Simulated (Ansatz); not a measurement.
## Data sheet: RbLuO2 (DFT)

RbLuO2:
```
RbLuO2
1.0
    1.70004     0.98152     6.48764
   -1.70004     0.98152     6.48764
    0.00000    -1.96304     6.48764
Rb Lu O
1 1 2
Direct
  0.00000   0.00000   0.00000
  0.50000   0.50000   0.50000
  0.22461   0.22461   0.22461
  0.77539   0.77539   0.77539
```

Space group R-3m (No. 166); conventional cell a = 3.4001 Å, b = 3.4001 Å, c = 19.4629 Å, α = 90.00°, β = 90.00°, γ = 120.00°.

Method: plane-wave PAW r²SCAN (Ansatz code). Geometry: relaxed at this level of theory. Other levels are named where they apply.

Cell and energy:

- Volume per atom: 16.24 Å³
- Density: 7.48 g/cm³
- Formation energy from the elements (no fitted shifts): -2.93 eV/atom

Electronic structure:

* **Band gap**: 3.79 eV (indirect)
* **Valence-band maximum**: at Γ
* **Conduction-band minimum**: at F (3 equivalent valleys)
* **Smallest direct gap on the standard path**: 4.08 eV
* **Electron effective mass**: 0.38, 0.52, 1.2 mₑ (principal values)
* **Electron effective mass with spin–orbit coupling**: 0.38, 0.52, 1.2 mₑ (principal values)
* **Hole effective mass, band 1 of 2 at the edge**: 1.6 along x, 6.2 along z (mₑ)
* **Hole effective mass, band 2 of 2 at the edge**: 0.46 along x, 6.2 along z (mₑ)
* **Hole effective mass with spin–orbit coupling**: 1.0, 1.0, 3.6 mₑ (principal values)
* **HSE06 gap on the r²SCAN cell**: 5.02 eV
* **Gap with spin–orbit coupling**: 3.61 eV

Mechanics:

- Bulk modulus (Birch–Murnaghan fit) = 93.5 GPa
- Pressure derivative B′ = 4.7

Charges:

- Bader charges: Rb +0.81, Lu +2.14, O -1.48 e

The workflow started from an entry of the Crystallography Open Database (COD). Its standing as an ambient phase is unchecked. The cell was relaxed with r²SCAN under the symmetry of its start; its stability against distortions is not shown here. The references are the lowest solids computed at this level, not always the standard phases (solids in place of the gases). Scalar-relativistic: spin–orbit coupling is off unless named, which matters more the heavier the elements.

Potentials: the later of the program's two PAW sets.
